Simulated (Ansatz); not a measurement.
SiO₂ in space group P4_12_12 (No. 92; Si on 4a, O on 8b), plane-wave PAW PBEsol (Ansatz code). The conduction-band minimum lies at Γ, with 1 equivalent valley. Second derivatives d²E/dk² of the lowest band at one valley (eV·Å²), along Cartesian directions:

```
direction  d²E/dk²
---------  -------
[100]        14.13
[010]        14.13
[001]        14.18
[110]        14.13
[101]        14.16
[011]        14.16
```

Task: Find the principal effective masses, the density-of-states mass and the conductivity mass.

Result: Off-diagonal terms follow from H_xy = H[110] − (H_xx + H_yy)/2, and m*/mₑ = 7.620 eV·Å² over each eigenvalue: 0.54, 0.54, 0.54. One valley's DOS mass (m₁m₂m₃)^(1/3) = 0.54, conductivity mass 3/(Σ 1/mᵢ) = 0.54 mₑ.

Task: What effective density of states Nc follows at 300 K for parabolic valleys?

Result: Nc = 2.509e19 × 1 × (0.54)^(3/2) ≈ 1.0e19 cm⁻³.

The PBEsol relaxation kept the symmetry of its start.

Potentials: the earlier of the program's two PAW sets. The files were generated under PBE; for other functionals the program regenerates the frozen cores, and for LDA and PBEsol the local potential too.

Edges and masses are those of Kohn–Sham bands, whose gap is no quasiparticle gap.
